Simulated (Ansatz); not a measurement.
TaF$_{3}$:
```yaml
crystal:
  lattice:
    - [4.03122, 0.00000, 0.00000]
    - [0.00000, 4.03122, 0.00000]
    - [0.00000, 0.00000, 4.03122]
  atoms:
    - { symbol: Ta, position: [0.00000, 0.00000, 0.00000] }
    - { symbol: F, position: [0.50000, 0.00000, 0.00000] }
    - { symbol: F, position: [0.00000, 0.50000, 0.00000] }
    - { symbol: F, position: [0.00000, 0.00000, 0.50000] }
```

Relaxed with LDA. Special points in fractions of this cell's reciprocal vectors: Γ (0.000, 0.000, 0.000); X (0.000, 0.500, 0.000); M (0.500, 0.500, 0.000); R (0.500, 0.500, 0.500).

Q: List the band energies nearest the Fermi level at these points for DFT-LDA in the program Ansatz with PAW potentials.

A: In eV from the Fermi level; about four levels below and three above (degenerate sets whole), none deeper than 8.9 eV; points with the same levels are listed once.

| k | below | above |
|---|---|---|
| Γ | -1.03 -1.03 -1.03 -0.36 | 2.11 2.11 7.86 |
| X | -8.54 -8.44 -8.44 -0.96 | 0.34 0.34 1.90 |
| M | -8.77 -8.77 -7.85 | 0.42 0.42 1.32 |
| R | -7.85 -7.85 -7.85 | 1.53 1.53 1.53 |

Space group Pm-3m (ReO3 type). The workflow started from an entry of the Crystallography Open Database (COD). Its standing as an ambient phase is unchecked. Symmetry was held in the LDA relaxation. At this level the phase is mechanically unstable. The run is not spin-polarised. Scalar-relativistic: spin–orbit coupling is off unless named, which matters more the heavier the elements.

Potentials: the later of the program's two PAW sets.
